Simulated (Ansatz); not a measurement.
Trial structures of Ca₄Au: starts and ends

All numbers below come from DFT PBE, scalar-relativistic, plane waves, PAW in Ansatz 0.2.0. All cells share a 420 eV cutoff and Γ-centred k meshes spaced at most about 0.3 Å⁻¹ (about 0.25 or finer for metals, 2π included). No spin polarisation in the final relaxations.

Each guess was relaxed in cell and atoms at zero pressure, within the symmetry of its start. Temperature and zero-point effects are left out. Coordination counts all near atoms (those within 1.25 times the shortest distance at each site; a plus sign parts nearer from farther groups; a slash parts the counts of unlike sites).

| guess | made from | start group | V start (Å³/atom) | end group | V end (Å³/atom) | coordination at the end | gap on mesh (eV) | E over the lowest end (meV/atom) |
| --- | --- | --- | --- | --- | --- | --- | --- | --- |
| 1 | random cell | P-43m | 24.1 | ? | ? | ? | ? | ? |
| 2 | random cell | P6/mmm | 23.5 | P6/mmm | 36.5 | Ca 4+4, Au 12 | 0 | 626 |
| 3 | Co4N type | Pm-3m | 22.8 | Pm-3m | 39.1 | Ca 2/12+8, Au 6 | 0 | 0 |
| 4 | GeF4 type | I-43m | 26.6 | Im-3m | 37.0 | Ca 2+6, Au 8 | 0 | 132 |
| 5 | CrB4 type | Immm | 20.5 | Immm | 36.6 | Ca 2+7, Au 8+2 | 0 | 99 |

Guess 1 as it starts:

```xyz
5
Lattice="4.9365 0.0000 0.0000 0.0000 4.9365 0.0000 0.0000 0.0000 4.9365" Properties=species:S:1:pos:R:3 pbc="T T T"
Ca    3.3528    3.3528    3.3528
Ca    1.5837    1.5837    3.3528
Ca    1.5837    3.3528    1.5837
Ca    3.3528    1.5837    1.5837
Au    0.0000    0.0000    0.0000
```

Question: Fill in the missing row: what does this guess relax into, and where does it rank?

Answer: It ends in space group P-43m (No. 215), with a = 5.932 Å, 41.7 Å³/atom and no gap. It lies 228 meV/atom over the lowest end, above guess 4 and below guess 2. Counting all near atoms, this end has Ca 1, Au 4 and the lowest (guess 3) has Ca 2/12+8, Au 6.

```
Ca Au
1.0
     5.93190    0.00000    0.00000
     0.00000    5.93190    0.00000
     0.00000    0.00000    5.93190
Ca Au
4 1
Direct
  0.72808 0.72808 0.72808
  0.27192 0.27192 0.72808
  0.27192 0.72808 0.27192
  0.72808 0.27192 0.27192
  0.00000 0.00000 0.00000
```

Energies over the elements count from the elements' standard structures at the same level, with no fitted energy shifts.

Question: Is the lowest end bound against the elements?

Answer: Yes: its formation energy is −0.32 eV/atom. It lies below the elements, which doesn't yet make it stable against other compounds or structures.

These runs have no spin–orbit coupling, which can matter for Au. A magnetic state wasn't ruled out in cells without spin, among them P-43m, P6/mmm. Cells relaxed within their symmetry can be saddle points. A lower structure may well exist outside this small set. Some structure types and database cells were kept out of the candidates from the start, so a known form may be missing.
